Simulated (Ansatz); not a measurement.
BaHfO₃:
```cif
data_BaHfO3
_chemical_formula_sum 'Ba1 Hf1 O3'
_space_group_name_H-M_alt 'P 1'
_space_group_IT_number 1
_cell_length_a 4.20629
_cell_length_b 4.20629
_cell_length_c 4.20629
_cell_angle_alpha 90.000
_cell_angle_beta 90.000
_cell_angle_gamma 90.000
loop_
_space_group_symop_operation_xyz
  'x, y, z'
loop_
_atom_site_label
_atom_site_type_symbol
_atom_site_fract_x
_atom_site_fract_y
_atom_site_fract_z
_atom_site_occupancy
Ba1 Ba 0.00000 0.00000 0.00000 1
Hf1 Hf 0.50000 0.50000 0.50000 1
O1 O 0.00000 0.50000 0.50000 1
O2 O 0.50000 0.50000 0.00000 1
O3 O 0.50000 0.00000 0.50000 1
```

Relaxed with PBE.

### Question
Tabulate the valence density and the electron localisation function along the shortest Hf–O contact (2.10 Å), the program Ansatz at the PBE level (PAW).

### Answer


```csv
distance from Hf (Å),density (e/Å³),ELF
0.21,29.37,0.80
0.32,23.16,0.84
0.42,16.60,0.85
0.53,10.82,0.84
0.63,6.45,0.79
0.74,3.56,0.66
0.84,1.89,0.43
0.95,1.06,0.24
1.05,0.73,0.17
1.16,0.69,0.28
1.26,0.85,0.52
1.37,1.19,0.74
1.47,1.83,0.82
1.58,2.87,0.82
1.68,4.26,0.76
1.79,5.69,0.64
1.89,6.80,0.45
```

The density is the valence pseudo-density with augmentation charge, so density and ELF within about 1 Å of a nucleus are not all-electron values.

Space group Pm-3m (cubic perovskite). The PBE relaxation kept the symmetry of its start; phonons on a q-mesh show no instability. No spin polarisation was allowed. Scalar-relativistic: spin–orbit coupling is off unless named, which matters more the heavier the elements.

Potentials: the later of the program's two PAW sets.
